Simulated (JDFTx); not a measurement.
System: methanesulfonate, CH3O3S (SMILES CS(=O)(=O)[O-]), charge -1, multiplicity 1; geometry: optimised with GFN2-xTB in vacuum (no frequencies checked; largest PBE force component 1.0 eV/Å). Z-matrix (Å, degrees):
```
S
O 1 1.4631
O 1 1.4631 2 113.93
O 1 1.4631 2 113.92 3 -133.02
C 1 1.8440 2 104.52 4 -113.49
H 5 1.0813 1 107.65 2 59.47
H 5 1.0813 6 111.23 1 117.68
H 5 1.0813 6 111.24 7 124.60
```

Computed with JDFTx (a modified build): PBE, GBRV ultrasoft potentials, plane waves to 20/100 Ha. Liquid: CANDLE, water, 2 M NaF. The liquid run sits in a periodic box with 4.5 Å from the outermost atoms to the faces; the vacuum run is isolated. ΔG_solv is the difference of the two single-point energies, liquid minus vacuum; no corrections are added.

For an anion the vacuum reference is delicate: semilocal functionals bind the extra electron weakly. Single-ion values refer to zero potential in the bulk liquid, with no surface-potential term, and depend on the box by about 0.1 eV.

| Property | Result |
|---|---|
| solvation energy | -72 kcal/mol |
| highest occupied level in the liquid (zero: bulk electrolyte) | -6.75 eV |
| volume of the model's cavity | 186.3 Å³ |
| rough cost, vacuum and liquid run | 7 min and 7 min of core time |
